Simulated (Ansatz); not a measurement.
A geometry of AgO away from equilibrium: the start of the relaxation of a randomly generated symmetric cell of AgO (space group No. 216). Computed with PBE (plane waves to 420 eV, PAW, scalar-relativistic; Ansatz, a first-principles code). Γ-centred k-mesh 5×5×5 on the run's cell (coarser than for final values), Fermi–Dirac smearing 0.05 eV.

```xyz
8
Lattice="0.0000 3.8906 3.8906 3.8906 0.0000 3.8906 3.8906 3.8906 0.0000" Properties=species:S:1:pos:R:3:forces:R:3 pbc="T T T" free_energy=-32605.752 pressure_GPa=70.2
Ag     3.8906     3.8906     3.8906    0.0000    0.0000    0.0000
Ag     5.8359     5.8359     5.8359    0.0000    0.0000    0.0000
Ag     0.0000     0.0000     0.0000    0.0000    0.0000    0.0000
Ag     1.9453     1.9453     1.9453    0.0000    0.0000    0.0000
O      2.9305     2.9305     2.9305   -1.3431   -1.3431   -1.3431
O      4.8507     4.8507     2.9305    1.3431    1.3431   -1.3431
O      4.8507     2.9305     4.8507    1.3431   -1.3431    1.3431
O      2.9305     4.8507     4.8507   -1.3431    1.3431    1.3431
```

Positions in Å, forces in eV/Å, free energy of the cell in eV (comparable only within this code, potentials and settings). Largest force: 2.33 eV/Å, on O5, O6, O7, O8 (atoms numbered as listed); the geometry lies 1.22 eV/atom above the end of its relaxation.

No spin polarisation in the result.

The run could not lose the symmetry of its start: the end is stationary, and may be a saddle point rather than a minimum.

The end of the path is a generated cell of AgO: the first start was made by a random draw of sites in a space group, and the end was not matched to a known phase here, so it may be hypothetical.
